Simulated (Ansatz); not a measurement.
NaCl (rock salt)

```xyz
2
Lattice="0.0000 2.8478 2.8478 2.8478 0.0000 2.8478 2.8478 2.8478 0.0000" Properties=species:S:1:pos:R:3 pbc="T T T"
Cl     0.0000     0.0000     0.0000
Na     2.8478     2.8478     2.8478
```

Two coordinates are scanned: the volume, and the ratio of the stretch along z (the conventional c axis) to the stretch across it. Atoms keep their fractional coordinates.

Computed with PBE (plane waves to 420 eV, PAW, scalar-relativistic; Ansatz, a first-principles code). k mesh 10×10×10 (Γ-centred), Fermi-Dirac smearing 0.05 eV. Compression counts positive. NaCl was relaxed with its symmetry unable to fall.

At one point of the scan the stress tensor (GPa) is:

```
   1.07     0.00     0.00
   0.00     1.07     0.00
   0.00     0.00     1.07
```

Which point is it?
A. V/V₀ = 1.000, (c/a)/(c/a)₀ = 1.040
B. V/V₀ = 0.960, (c/a)/(c/a)₀ = 1.000
C. V/V₀ = 0.960, (c/a)/(c/a)₀ = 0.960
D. V/V₀ = 0.980, (c/a)/(c/a)₀ = 0.920

B, V/V₀ = 0.960, (c/a)/(c/a)₀ = 1.000

(Under strain, the slope of the energy per volume gives the stress and its curvature an elastic modulus.)
